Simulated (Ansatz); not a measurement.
La5Si4:
```
La5Si4
1.0
    8.06513     0.00000     0.00000
    0.00000     8.06513     0.00000
    0.00000     0.00000    15.63128
La Si
20 16
Direct
  0.52089   0.37543   0.62396
  0.47911   0.62457   0.12396
  0.62457   0.47911   0.87604
  0.37543   0.52089   0.37604
  0.97911   0.87543   0.62604
  0.02089   0.12457   0.12604
  0.12457   0.02089   0.87396
  0.87543   0.97911   0.37396
  0.38124   0.98967   0.30397
  0.61876   0.01033   0.80397
  0.01033   0.61876   0.19603
  0.98967   0.38124   0.69603
  0.48967   0.11876   0.05397
  0.51033   0.88124   0.55397
  0.88124   0.51033   0.44603
  0.11876   0.48967   0.94603
  0.30732   0.69268   0.75000
  0.69268   0.30732   0.25000
  0.80732   0.80732   0.00000
  0.19268   0.19268   0.50000
  0.28836   0.08103   0.69113
  0.71164   0.91897   0.19113
  0.91897   0.71164   0.80887
  0.08103   0.28836   0.30887
  0.58103   0.21164   0.44113
  0.41897   0.78836   0.94113
  0.78836   0.41897   0.05887
  0.21164   0.58103   0.55887
  0.19476   0.82800   0.04519
  0.80524   0.17200   0.54519
  0.17200   0.80524   0.45481
  0.82800   0.19476   0.95481
  0.32800   0.30524   0.79519
  0.67200   0.69476   0.29519
  0.69476   0.67200   0.70481
  0.30524   0.32800   0.20481
```

Relaxed with r²SCAN. Special points in fractions of this cell's reciprocal vectors: Γ (0.000, 0.000, 0.000); X (0.000, 0.500, 0.000); M (0.500, 0.500, 0.000); Z (0.000, 0.000, 0.500); R (0.000, 0.500, 0.500); A (0.500, 0.500, 0.500).

Question: List the band energies nearest the Fermi level at these points for the program Ansatz at the r²SCAN level (PAW).

Answer: In eV from the Fermi level; about four levels below and three above (degenerate sets whole), none deeper than 8.9 eV; points with the same levels are listed once.

```
k                    below                above
-  -----------------------  -------------------
Γ  -0.31 -0.23 -0.03 -0.03       0.01 0.03 0.12
X  -0.12 -0.12 -0.05 -0.05  0.10 0.10 0.23 0.23
M  -0.04 -0.04 -0.03 -0.03  0.09 0.09 0.20 0.20
Z  -0.11 -0.11 -0.03 -0.03  0.02 0.02 0.16 0.16
R  -0.12 -0.12 -0.07 -0.07  0.05 0.05 0.29 0.29
A  -0.14 -0.14 -0.14 -0.14  0.23 0.23 0.23 0.23
```

Space group P4_12_12. The first step of the workflow began from a Materials Project structure, measured or hypothetical; the Crystallography Open Database files this formula in space group No. 92, but the cells were not matched. Its standing as an ambient phase is unchecked. The r²SCAN relaxation kept the symmetry of its start; whether a distortion lowers the energy is not shown. Scalar-relativistic: spin–orbit coupling is off unless named, which matters more the heavier the elements.

Potentials: the later of the program's two PAW sets.
